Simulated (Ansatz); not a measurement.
The elements of this relaxed trial crystal are hidden behind letters.

```
lattice vectors (Å)
   3.7766    2.1804    6.3779
  -3.7766    2.1804    6.3779
   0.0000   -4.3608    6.3779
fractional positions
X 0.5000 0.5000 0.5000
X 0.0919 0.0919 0.0919
X 0.9081 0.9081 0.9081
Z 0.2823 0.2823 0.2823
Z 0.7177 0.7177 0.7177
Q 0.5000 0.5000 0.0000
Q 0.0000 0.5000 0.5000
Q 0.5000 0.0000 0.5000
```

These are results of DFT PBE, scalar-relativistic, plane waves, PAW (Ansatz), not measurements. The final run on the 8-atom cell used 420 eV, a Γ-centred 6×6×6 mesh, 0.10 eV smearing and no spin polarisation.

| Item | Value |
| --- | --- |
| Space group | R-3m (No. 166) |
| Conventional cell | a = 7.553 Å, c = 19.134 Å |
| Volume per atom | 39.39 Å³ |
| Density | 3.37 g/cm³ |
| Energy over the elements | −0.57 eV/atom |
| Gap on the 6×6×6 mesh of the 8-atom cell | 0 eV (a metal) |

Energies are uncorrected and count from the elements' standard states at the same level.

Q: X is an s-block element of period 6, Z is a p-block element of period 4 and Q is a p-block element of period 3. Which elements are they?

A: X = Cs, Z = Ge, Q = S, so the formula is Cs3Ge2S3. Density times volume gives a mean mass of 3.37 × 39.39/1.6605 = 79.9 u per atom, and this set has 80.0 u. Cs on a site of symmetry -3m has 6 S at 3.86 Å and 2 Ge at 4.17 Å; around Ge lie 3 S at 2.39 Å, 1 Cs at 3.64 Å and 1 Cs at 4.17 Å; S is surrounded by 2 Ge at 2.39 Å, 4 S at 3.78 Å and 2 Cs at 3.86 Å; 1 more site not described. Other sets within the hints have nearly the same mass, so mass alone doesn't settle it; this one was computed.

An odd number of electrons in the primitive cell allows no gap without spin; a larger cell or a magnetic state could open one. A structure relaxed within its symmetry needn't be a true minimum.
